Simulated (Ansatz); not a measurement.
ZnS (zinc blende)

```xyz
2
Lattice="0.0000 2.6946 2.6946 2.6946 0.0000 2.6946 2.6946 2.6946 0.0000" Properties=species:S:1:pos:R:3 pbc="T T T"
S      4.0418     4.0418     4.0418
Zn     0.0000     0.0000     0.0000
```

The atoms are displaced by Q × the pattern below (from a DFPT mode at Γ, largest move 1; Q in Å), at fixed cell. It is one choice among 3 degenerate patterns.

```
atom      x      y       z
----  -----  -----  ------
S1    0.000  0.000  -1.000
Zn2   0.000  0.000   0.490
```

The numbers are results of r2SCAN (plane waves to 500 eV, PAW, scalar-relativistic; Ansatz, an electronic-structure program), not measurements. k mesh 11×11×11 (Γ-centred), Fermi-Dirac smearing 0.05 eV. E stands for the smeared free energy. ZnS was relaxed with its symmetry unable to fall. The zero of ΔE is the undisplaced structure.

```csv
Q (Å),ΔE (meV/cell)
-0.1000,65.1
-0.0833,withheld
-0.0667,29.1
-0.0500,16.4
-0.0333,7.3
-0.0167,1.8
0.0000,0.0
0.0167,1.8
0.0333,7.3
0.0500,16.4
0.0667,29.1
0.0833,withheld
0.1000,65.1
```

Q: Fit an even polynomial form (powers 2, 4) to the given rows and predict ΔE at Q = -0.0833.

A: Least squares on the 11 given rows: ΔE = (6571)·Q² + (-6126)·Q⁴, in meV/cell with Q in Å; root-mean-square residual 0.02 meV/cell. At -0.0833 the fit gives 45.3 meV/cell; the calculation gives 45.3 meV/cell, the same to the digits shown. The quadratic term alone would give 45.6 meV/cell.

(A displaced cell: forces are minus the slopes of the energy, force constants its curvatures, and phonons follow from these.)
